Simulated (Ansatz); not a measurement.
TiPt$_{3}$ in space group P6_3/mmc (No. 194; Ti on 2a, Ti on 2c, Pt on 6g, Pt on 6h), a = b = 5.552 Å, c = 9.035 Å, α = β = 90.00°, γ = 120.00°.

Relaxed with r²SCAN.

Which orbitals make up the states near the Fermi level in r²SCAN (plane waves, PAW; program Ansatz)?

Within 0.5 eV of the Fermi level: Pt 5d 56 %, Ti 3d 37 %. Projections are on Löwdin-orthogonalised atomic valence shells; empty p or d shells of many metals are not among them.

Tabulate the density of states.

States/eV per cell of 16 atoms, in 0.25 eV bins, energy from the Fermi level.

```csv
E (eV),total,Pt 5d,Ti 3d,Pt 6s
-7.85,2.83,0.51,0.06,1.93
-7.60,2.35,0.60,0.08,1.38
-7.35,8.13,3.34,0.44,3.55
-7.10,10.33,5.51,0.65,3.56
-6.85,13.02,8.54,0.93,2.93
-6.60,16.20,11.84,1.13,2.48
-6.35,19.68,15.41,1.23,2.01
-6.10,26.75,21.89,1.67,2.04
-5.85,23.72,20.24,1.48,1.14
-5.60,21.44,18.89,1.20,0.72
-5.35,16.53,14.46,0.95,0.56
-5.10,17.04,15.09,0.76,0.60
-4.85,19.90,17.67,0.84,0.75
-4.60,19.75,17.53,0.86,0.78
-4.35,21.59,18.91,1.15,0.90
-4.10,24.09,21.05,1.42,0.94
-3.85,21.65,18.72,1.48,0.82
-3.60,21.79,18.75,1.56,0.78
-3.35,23.48,20.28,1.77,0.82
-3.10,27.34,23.04,2.63,1.04
-2.85,20.90,17.49,2.16,0.71
-2.60,22.02,18.14,2.38,0.81
-2.35,19.83,16.21,2.04,0.76
-2.10,19.14,15.97,1.83,0.60
-1.85,18.46,14.52,2.09,0.69
-1.60,14.76,10.15,2.45,0.77
-1.35,15.88,9.01,4.01,0.99
-1.10,10.43,7.14,1.66,0.49
-0.85,9.26,7.18,1.00,0.28
-0.60,8.15,6.80,0.65,0.17
-0.35,10.12,9.00,0.65,0.11
-0.10,4.80,4.11,0.31,0.11
0.15,6.20,2.41,2.89,0.56
0.40,13.66,3.35,9.44,0.41
0.65,25.19,5.55,18.16,0.60
0.90,27.76,6.96,18.31,1.18
1.15,25.14,7.38,15.72,1.27
1.40,21.20,5.88,13.35,1.18
1.65,15.61,3.66,9.80,1.33
1.90,13.60,2.87,8.94,1.00
2.15,6.02,1.12,2.90,1.08
2.40,5.25,0.95,2.07,1.19
2.65,3.49,0.57,1.24,0.79
2.90,3.42,0.45,1.20,0.61
3.15,4.80,0.56,1.62,0.99
3.40,5.10,0.57,1.55,1.14
3.65,5.43,0.57,1.32,1.27
3.90,4.85,0.48,0.98,1.20
4.15,4.64,0.42,0.80,1.24
4.40,4.30,0.35,0.65,1.20
4.65,4.08,0.31,0.51,1.13
```

The workflow started from a Materials Project entry (that database holds measured and hypothetical structures alike); the Crystallography Open Database copy checked does not list it. COD files the formula under space group No. 164, 221. Its standing as an ambient phase is unchecked. The cell was relaxed with r²SCAN under the symmetry of its start; whether a distortion lowers the energy is not shown. The run is not spin-polarised. Axis ratios of metals converge slowly with the k-mesh, so a and c are less sure than the volume. Scalar-relativistic: spin–orbit coupling is off unless named, which matters more the heavier the elements.

Potentials: the later of the program's two PAW sets.
